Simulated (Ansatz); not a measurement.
GaCl3:
```
CELL_PARAMETERS angstrom
     -6.52593     0.00000     0.00000
     -3.26178    -1.96469    -5.55253
     -3.26255    -5.80244     0.00000
ATOMIC_POSITIONS crystal
  Ga 0.33714 0.09188 0.23361
  Ga 0.66286 0.90812 0.76639
  Cl 0.74662 0.99987 0.00021
  Cl 0.25338 0.00013 0.99979
  Cl 0.70226 0.17875 0.41713
  Cl 0.29774 0.82125 0.58287
  Cl 0.82473 0.54027 0.81000
  Cl 0.17527 0.45973 0.19000
```

Plane-wave PAW LDA (Ansatz code) gives a gap of 3.83 eV without spin–orbit coupling, maximum off the standard path, at k = (0.000, -0.073, -0.094), minimum at Γ.

Task: What happens when spin–orbit coupling is switched on?

Result: The gap falls by 0.02 eV, to 3.81 eV; maximum at Γ, minimum at Γ.

Task: Give the electron effective mass with spin–orbit coupling.

Result: 0.47, 0.53, 0.53 mₑ (principal values).

Task: Give the hole effective mass with spin–orbit coupling.

Result: 0.52, 5.1, 27 mₑ (principal values).

Space group C2/m. The first step of the workflow began from a Materials Project structure, measured or hypothetical; the Crystallography Open Database files this formula in space group No. 12, but the cells were not matched. Its standing as an ambient phase is unchecked. Symmetry was held in the LDA relaxation; whether a distortion lowers the energy is not shown. A crystal of weakly bound molecules computed without a dispersion correction: the cell and the soft elastic constants depend strongly on that. Point labels and valley counts follow the cell and symmetry of the run, lower than the named group.

Potentials: the later of the program's two PAW sets.
